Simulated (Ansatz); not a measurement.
HfO₂:
Space group P4₂/nmc, origin choice 1 (No. 137); a = 3.5770 Å, b = 3.5770 Å, c = 5.2036 Å, α = 90.00°, β = 90.00°, γ = 90.00°

| atom | site | symmetry | x | y | z |
|---|---|---|---|---|---|
| Hf | 2a | -4m2 | 0.0000 | 0.0000 | 0.0000 |
| O | 4d | 2mm. | 0.0000 | 0.5000 | 0.1961 |

Relaxed with r²SCAN. Plane-wave PAW r²SCAN (Ansatz code) gives a gap of 5.27 eV.

### Question
What gap does HSE06 give on the same cell (Ansatz, PAW)?

### Answer
6.37 eV, 1.11 eV more. The hybrid was solved on a coarser mesh and at special points; the gap given is the minimum over both.

```csv
k,v1 r²SCAN,c1 r²SCAN,v1 HSE06,c1 HSE06
Γ,-0.07,5.27,-0.08,6.37
Z,0.00,5.92,[?],[?]
M,-0.51,6.30,-0.55,7.47
A,-0.02,6.46,[?],[?]
R,-0.94,5.77,[?],[?]
X,-0.15,5.63,[?],[?]
```

### Question
Top valence (v1) and lowest conduction level (c1) in eV from each method's valence maximum (which need not be a listed point): supply the withheld HSE06 values.

### Answer

- Z, v1 HSE06: 0.00
- Z, c1 HSE06: 7.13
- A, v1 HSE06: -0.04
- A, c1 HSE06: 7.74
- X, v1 HSE06: -0.18
- X, c1 HSE06: 6.80
- R, v1 HSE06: -1.03
- R, c1 HSE06: 6.96

Cost on shared cores: the r²SCAN run (SCF on a 8×8×6 mesh, then bands and DOS) around 120 core-seconds (rough), the HSE06 run (SCF on 5×5×3, then a few points) very roughly 90 core-seconds; the tasks are unlike.

Space group P4_2/nmc. This is a known high-temperature phase of the composition, computed here at zero pressure and temperature. The cell was relaxed with r²SCAN under the symmetry of its start; its stability against distortions is not shown here. No spin polarisation was allowed. Scalar-relativistic: spin–orbit coupling is off unless named, which matters more the heavier the elements.

Potentials: the earlier of the program's two PAW sets. The files were generated under PBE; for other functionals the program regenerates the frozen cores, and for LDA and PBEsol the local potential too.
